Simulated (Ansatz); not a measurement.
Level of theory: Ansatz, DFT PBE, scalar-relativistic, plane waves, PAW. Settings: cutoff 420 eV, Γ-centred meshes spaced at most about 0.3 Å⁻¹, and about 0.25 Å⁻¹ or finer for metals (2π included), Gaussian smearing. No spin polarisation in the final relaxations.

All energies are static (0 K, no zero-point motion).

Two relaxed structures of Be₃Bi₂:

A.

```yaml
crystal:
  lattice:
    - [4.21194, 0.00000, 0.00000]
    - [-2.10597, 3.64765, 0.00000]
    - [0.00000, 0.00000, 6.49478]
  atoms:
    - { symbol: Be, position: [0.00000, 0.00000, 0.33738] }
    - { symbol: Be, position: [0.00000, 0.00000, 0.66262] }
    - { symbol: Be, position: [0.00000, 0.00000, 0.00000] }
    - { symbol: Bi, position: [0.33333, 0.66667, 0.76481] }
    - { symbol: Bi, position: [0.66667, 0.33333, 0.23519] }
```

B.

```yaml
crystal:
  lattice:
    - [5.00298, 0.00000, 0.00000]
    - [-2.50149, 4.33271, 0.00000]
    - [0.00000, 0.00000, 5.36368]
  atoms:
    - { symbol: Be, position: [0.33333, 0.66667, 0.50000] }
    - { symbol: Be, position: [0.66667, 0.33333, 0.50000] }
    - { symbol: Be, position: [0.00000, 0.00000, 0.50000] }
    - { symbol: Bi, position: [0.33333, 0.66667, 0.00000] }
    - { symbol: Bi, position: [0.66667, 0.33333, 0.00000] }
```

Problem. Which form is favoured at zero pressure, and by what margin per atom?

Solution. A is lower, by 0.59 eV/atom. A has space group P-3m1 (No. 164), 20.0 Å³/atom and no gap on its mesh; B has space group P6/mmm (No. 191), 23.3 Å³/atom and no gap. Counting all near atoms (those within 1.25 times the shortest distance at each site; a plus sign parts nearer from farther groups; a slash parts the counts of unlike sites), A has Be 2/2+3, Bi 3+3 and B has Be 6/8, Bi 5. The denser one is the lower, and pressure would at first widen the difference. Even the lower one lies +0.53 eV/atom against the reference forms of the elements (uncorrected), so neither is stable at this level. In A, around Be on a site of symmetry 3m lie 2 Be at 2.11–2.19 Å and 3 Bi at 2.52 Å; Be on a site of symmetry -3m has 2 Be at 2.19 Å and 6 Bi at 2.87 Å; Bi is surrounded by 3 Be at 2.52 Å and 3 Be at 2.87 Å. In B, around Be on a site of symmetry -6m2 lie 2 Bi at 2.68 Å and 6 Be at 2.89 Å; Be on a site of symmetry 6/mmm has 6 Be at 2.89 Å (long contacts); Bi is surrounded by 2 Be at 2.68 Å and 3 Bi at 2.89 Å. Both come from invented guesses.

These runs have no spin–orbit coupling, which can matter for Bi. Cells relaxed within their symmetry can be saddle points.
